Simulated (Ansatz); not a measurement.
Relaxed CuI (zinc blende):

```
CELL_PARAMETERS angstrom
      0.00000     3.03967     3.03967
      3.03967     0.00000     3.03967
      3.03967     3.03967     0.00000
ATOMIC_POSITIONS crystal
  I  0.75000 0.75000 0.75000
  Cu 0.00000 0.00000 0.00000
```

In this cell atom 1 (I, nearest neighbour Cu at 2.632 Å; its periodic images, 4.3 Å or more away, move with it) is moved by s along Cartesian x, unit vector (1.000, 0.000, 0.000); all other atoms and the cell stay fixed.

Computed with PBE (plane waves to 420 eV, PAW, scalar-relativistic; Ansatz, a program for electronic structure). k mesh 8×8×8 (Γ-centred), Fermi-Dirac smearing 0.05 eV. Energies are smeared free energies. CuI is run without spin polarisation. CuI was relaxed with its symmetry unable to fall. Spin-orbit coupling is left out, though I is heavy. The zero of ΔE is the undisplaced structure.

```csv
s (Å),ΔE (meV/cell)
-0.790,748
-0.632,481
-0.474,withheld
-0.316,118
-0.158,29
0.000,0
0.158,29
0.316,118
0.474,withheld
0.632,481
0.790,748
```

### Question
Fit an even polynomial form (powers 2, 4) to the given rows and predict ΔE at s = 0.474.

### Answer
Least squares on the 9 given rows: ΔE = (1203)·s² + (-6.238)·s⁴, in meV/cell with s in Å; root-mean-square residual 1.3 meV/cell. At 0.474 the fit gives 270 meV/cell; the calculation gives 268 meV/cell, so the interpolation is off by 2 (+0.7 %). The quadratic term alone would give 270 meV/cell.

(For displaced atoms, the force is minus the slope of the energy, and its curvature is a force constant, which sets phonon frequencies.)
